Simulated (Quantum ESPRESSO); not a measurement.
Band energies of BeTe at +0.5 % isotropic strain

```
BeTe
1.0
    0.00000     2.81740     2.81740
    2.81740     0.00000     2.81740
    2.81740     2.81740     0.00000
Be Te
1 1
Direct
  0.00000   0.00000   0.00000
  0.25000   0.25000   0.25000
```

norm-conserving PBE (stringent potentials; Quantum ESPRESSO, 107 Ry, without SOC); path ΓXWKΓLUWLK,UX; energies in eV from the valence-band maximum.

| k (1/Å) | point | band 10 | band 11 | band 12 | band 13 | band 14 | band 15 | band 16 | band 17 |
|---|---|---|---|---|---|---|---|---|---|
| 0.00 | Γ | -36.22 | -12.29 | 0.00 | 0.00 | 0.00 | 3.63 | 3.63 | 3.63 |
| 0.22 |  | -36.22 | -12.16 | -0.76 | -0.45 | -0.45 | 3.37 | 4.28 | 4.28 |
| 0.56 |  | -36.22 | -11.55 | -2.89 | -1.67 | -1.67 | 2.62 | 4.42 | 6.47 |
| 0.89 |  | -36.22 | -10.72 | -4.65 | -2.47 | -2.47 | 2.10 | 2.99 | 8.87 |
| 1.12 | X | -36.22 | -10.46 | -5.09 | -2.63 | -2.63 | 1.99 | 2.69 | 9.74 |
| 1.23 |  | -36.22 | -10.46 | -5.06 | -2.72 | -2.70 | 2.17 | 2.86 | 9.51 |
| 1.56 |  | -36.22 | -10.43 | -4.65 | -3.55 | -3.15 | 4.37 | 4.88 | 6.59 |
| 1.67 | W | -36.22 | -10.43 | -4.57 | -3.68 | -3.19 | 5.31 | 5.57 | 5.59 |
| 1.94 |  | -36.22 | -10.47 | -4.71 | -3.82 | -2.46 | 3.14 | 5.33 | 7.32 |
| 2.07 | K | -36.22 | -10.49 | -4.74 | -3.86 | -2.22 | 2.72 | 5.29 | 7.91 |
| 2.17 |  | -36.22 | -10.55 | -4.66 | -3.98 | -2.00 | 2.96 | 6.45 | 7.27 |
| 2.46 |  | -36.22 | -11.02 | -4.34 | -3.15 | -1.20 | 3.77 | 5.55 | 6.18 |
| 2.76 |  | -36.22 | -11.71 | -2.94 | -1.76 | -0.45 | 4.05 | 4.36 | 4.83 |
| 3.05 |  | -36.22 | -12.19 | -0.85 | -0.39 | -0.06 | 3.72 | 3.75 | 3.92 |
| 3.25 | Γ | -36.22 | -12.29 | 0.00 | 0.00 | 0.00 | 3.63 | 3.63 | 3.63 |
| 3.36 |  | -36.22 | -12.26 | -0.33 | -0.05 | -0.05 | 3.64 | 3.71 | 3.71 |
| 3.68 |  | -36.22 | -11.84 | -2.88 | -0.57 | -0.57 | 3.38 | 4.42 | 4.42 |
| 3.89 |  | -36.22 | -11.39 | -4.44 | -0.91 | -0.91 | 3.20 | 4.64 | 4.64 |
| 4.22 | L | -36.22 | -10.95 | -5.52 | -1.13 | -1.13 | 3.09 | 4.62 | 4.62 |
| 4.51 |  | -36.22 | -10.81 | -5.28 | -2.36 | -1.50 | 3.53 | 5.06 | 5.52 |
| 4.80 |  | -36.22 | -10.53 | -4.75 | -3.83 | -2.09 | 2.88 | 5.97 | 7.43 |
| 4.90 | U | -36.22 | -10.49 | -4.74 | -3.86 | -2.22 | 2.72 | 5.29 | 7.91 |
| 5.10 |  | -36.22 | -10.46 | -4.67 | -3.78 | -2.70 | 3.61 | 5.39 | 6.87 |
| 5.29 | W | -36.22 | -10.43 | -4.57 | -3.68 | -3.19 | 5.31 | 5.57 | 5.59 |
| 5.39 |  | -36.22 | -10.45 | -4.59 | -3.73 | -3.00 | 5.04 | 5.26 | 6.05 |
| 5.59 |  | -36.22 | -10.61 | -4.89 | -3.35 | -2.26 | 4.43 | 4.63 | 7.03 |
| 5.88 |  | -36.22 | -10.88 | -5.41 | -1.77 | -1.33 | 3.62 | 4.45 | 5.14 |
| 6.08 | L | -36.22 | -10.95 | -5.52 | -1.13 | -1.13 | 3.09 | 4.62 | 4.62 |
| 6.17 |  | -36.22 | -10.94 | -5.50 | -1.27 | -1.16 | 3.22 | 4.58 | 4.70 |
| 6.42 |  | -36.22 | -10.77 | -5.20 | -2.66 | -1.60 | 3.44 | 5.42 | 5.81 |
| 6.68 |  | -36.22 | -10.53 | -4.74 | -3.85 | -2.10 | 2.86 | 5.88 | 7.50 |
| 6.76 | K | -36.22 | -10.49 | -4.74 | -3.86 | -2.22 | 2.72 | 5.29 | 7.91 |
| 6.76 | U | -36.22 | -10.49 | -4.74 | -3.86 | -2.22 | 2.72 | 5.29 | 7.91 |
| 6.86 |  | -36.22 | -10.46 | -4.88 | -3.53 | -2.40 | 2.52 | 4.23 | 8.55 |
| 7.16 | X | -36.22 | -10.46 | -5.09 | -2.63 | -2.63 | 1.99 | 2.69 | 9.74 |

The PBE gap is indirect, 1.99 eV, from Γ to X; the smallest direct gap is 3.63 eV.

Spin-orbit coupling is left out, which matters for elements this heavy: edges can move by tenths of an eV.

Geometry strained from the cell relaxed with PBEsol, atoms relaxed again.
